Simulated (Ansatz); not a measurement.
Si₃Ge:
```yaml
crystal:
  lattice:
    - [3.88128, 0.00000, 0.00000]
    - [0.00000, 3.88128, 0.00000]
    - [0.00000, 0.00000, 5.47841]
  atoms:
    - { symbol: Si, position: [0.50000, 0.00000, 0.75517] }
    - { symbol: Si, position: [0.00000, 0.00000, 0.00000] }
    - { symbol: Si, position: [0.00000, 0.50000, 0.24483] }
    - { symbol: Ge, position: [0.50000, 0.50000, 0.50000] }
```

This is the PBEsol-relaxed structure. Cartesian axes are those of the cell as given.

Question: All from PBEsol in the plane-wave PAW code Ansatz, unless another level is named. Predict the bulk modulus (Birch–Murnaghan fit).

Answer: 87.3 GPa.

Question: Predict the highest zone-centre frequency (without LO–TO term).

Answer: 487 cm⁻¹.

Question: Next, the elastic constants (relaxed ions, GPa)?

Answer: C11 = 175, C12 = 30.9, C13 = 57.7, C33 = 146, C44 = 71.2, C66 = 45.0.

Space group P-4m2. The start of the workflow was typed in or built on a structure type; neither database checked (COD, Materials Project) lists it. Its standing as an ambient phase is unchecked. Symmetry was held in the PBEsol relaxation; its stability against distortions is not shown here.

Potentials: the later of the program's two PAW sets.
